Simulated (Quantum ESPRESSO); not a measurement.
## NMR parameters of PtS2 (changed cell)

```yaml
crystal:
  lattice:
    - [3.51325, 0.00000, 0.00000]
    - [-1.75663, 3.04257, 0.00000]
    - [0.00000, 0.00000, 5.70901]
  atoms:
    - { symbol: Pt, position: [0.00000, 0.00000, 0.00000] }
    - { symbol: S, position: [0.66667, 0.33333, 0.77894] }
    - { symbol: S, position: [0.33333, 0.66667, 0.22106] }
```
The cell was made here from a computed Materials Project entry: strained by +2 % along the unique axis and by -1 % across it, atoms relaxed (PBE without dispersion, pw.x of a modified build of Quantum ESPRESSO, symmetry kept). The parent is PtS2 in P-3m1; whether this form has been observed was not checked. Stability against distortions was not tested. The layers lie 3.2 Å apart; this gap hangs on dispersion, and neither it nor the stacking was checked against the measured crystal. The run has no spin polarisation.

Shieldings are absolute and leave out the bulk-susceptibility term; a larger σ means a smaller chemical shift. In our sweeps, cutoffs and meshes of this size left a few ppm, and up to some 20 ppm on atoms from Zn on. Spin–orbit coupling is left out; its weight grows with the heaviest atom, Pt here. The datasets of S hold no d projectors, which limits absolute σ on these atoms.

Shieldings of H and of elements past Ba are not listed.

Task: What do the calculations give at each independent site (shieldings by PBE GIPAW (Quantum ESPRESSO, JTH PAW datasets), 20 Ha, k-mesh 8×8×5 shifted, f-sum rule met within 0.018 %)?

Result: 
| site | site symmetry | σ_iso (ppm) |
|---|---|---|
| Pt (atom 1) | -3m | – |
| S (atoms 2, 3) | 3m | 668 |
